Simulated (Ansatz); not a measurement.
Density of states of a Zn₂GaCu₅Ge₂Se₁₀ cell (elements on a zinc blende lattice, relaxed), per eV and atom, broadened by Gaussian smearing of width 0.1 eV and averaged over bins of 0.4 eV, from 8 eV under the Fermi level at most up to where the solved bands end.

Theory: Ansatz 0.2.0, DFT PBE, scalar-relativistic, plane waves, PAW.

Cutoff 420 eV; k points 5×5×4 on the computed 20-atom cell (Γ-centred); Gaussian smearing, width 0.10 eV; no spin polarisation.

```yaml
crystal:
  lattice:
    - [2.86365, 2.86353, 5.64846]
    - [-2.86031, -2.83942, 5.63473]
    - [8.57383, -5.68398, 2.81125]
  atoms:
    - { symbol: Cu, position: [0.19955, 0.00357, 0.59056] }
    - { symbol: Cu, position: [0.08551, 0.49949, 0.79861] }
    - { symbol: Cu, position: [0.39281, 0.99160, 0.20520] }
    - { symbol: Cu, position: [0.29506, 0.51255, 0.40481] }
    - { symbol: Cu, position: [0.81429, 0.00241, 0.40452] }
    - { symbol: Zn, position: [0.98692, 0.98579, 0.00227] }
    - { symbol: Zn, position: [0.73097, 0.50467, 0.59147] }
    - { symbol: Ga, position: [0.49136, 0.49580, 0.00066] }
    - { symbol: Ge, position: [0.61695, 0.98920, 0.79091] }
    - { symbol: Ge, position: [0.89266, 0.50817, 0.20920] }
    - { symbol: Se, position: [0.56711, 0.88461, 0.59184] }
    - { symbol: Se, position: [0.46455, 0.38028, 0.79539] }
    - { symbol: Se, position: [0.99446, 0.86766, 0.79181] }
    - { symbol: Se, position: [0.37418, 0.87616, 0.00265] }
    - { symbol: Se, position: [0.76090, 0.88589, 0.21074] }
    - { symbol: Se, position: [0.66528, 0.37126, 0.40182] }
    - { symbol: Se, position: [0.17826, 0.87635, 0.39925] }
    - { symbol: Se, position: [0.09163, 0.37164, 0.59762] }
    - { symbol: Se, position: [0.87359, 0.37555, 0.00082] }
    - { symbol: Se, position: [0.28183, 0.36484, 0.20447] }
```

```csv
E − E_F (eV),total,Se 4p,Cu 3d,Zn 3d,Ge 4p
-7.75,0.492,0.036,0.001,0.429,0.002
-7.35,1.493,0.086,0.003,1.342,0.005
-6.95,0.765,0.078,0.003,0.606,0.005
-6.55,0.000,0.000,0.000,0.000,0.000
-6.15,0.102,0.062,0.002,0.001,0.006
-5.75,0.397,0.245,0.011,0.004,0.029
-5.35,0.440,0.285,0.017,0.005,0.041
-4.95,0.676,0.448,0.041,0.010,0.063
-4.55,0.751,0.502,0.070,0.009,0.073
-4.15,0.892,0.589,0.135,0.007,0.072
-3.75,1.352,0.809,0.435,0.007,0.037
-3.35,1.491,0.818,0.590,0.020,0.017
-2.95,0.648,0.380,0.218,0.015,0.008
-2.55,0.303,0.013,0.277,0.000,0.003
-2.15,2.390,0.111,2.193,0.002,0.021
-1.75,1.246,0.229,0.925,0.002,0.017
-1.35,0.953,0.311,0.565,0.003,0.012
-0.95,0.669,0.283,0.327,0.002,0.008
-0.55,0.417,0.202,0.168,0.001,0.006
-0.15,0.308,0.166,0.097,0.001,0.005
0.25,0.411,0.243,0.060,0.001,0.008
0.65,0.076,0.042,0.007,0.000,0.002
1.05,0.202,0.090,0.006,0.000,0.019
1.45,0.131,0.029,0.003,0.000,0.041
1.85,0.454,0.091,0.007,0.000,0.161
```

The columns after the total are the largest Löwdin projections on the valence shells of the potentials, so they needn't add up, and the weight of a shell that a potential lacks goes to other orbitals. The cell has no gap on the mesh.

Cost: 2 runs of about 19 core-minutes in all (earlier runs that led there not counted), on Arm Neoverse V2 (shared hosts).